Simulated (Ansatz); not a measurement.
LaN in space group Pnma (No. 62; La on 4c, N on 4c) under volume change, r²SCAN (plane waves, PAW; program Ansatz), shape and atoms relaxed at each volume.

```
V (Å³/atom)  E − E(relaxed) (meV/atom)  P (GPa)
-----------  -------------------------  -------
17.008                            68.5    14.12
17.569                            28.8     8.66
18.130                             6.8     4.03
18.690                             0.0    -0.01
19.251                             6.1    -3.33
19.812                            22.4    -5.85
20.372                            46.1    -7.54
```

What does a third-order Birch–Murnaghan fit give for V₀, B₀ and B′?

V₀ = 18.69 Å³/atom, B₀ = 115 GPa, B′ = 5.7.

The start of the workflow was typed in or built on a structure type; neither database checked (COD, Materials Project) lists it. COD files the formula under space group No. 225. Its standing as an ambient phase is unchecked. The r²SCAN relaxation kept the symmetry of its start; its stability against distortions is not shown here. Scalar-relativistic: spin–orbit coupling is off unless named, which matters more the heavier the elements.

Potentials: the earlier of the program's two PAW sets.
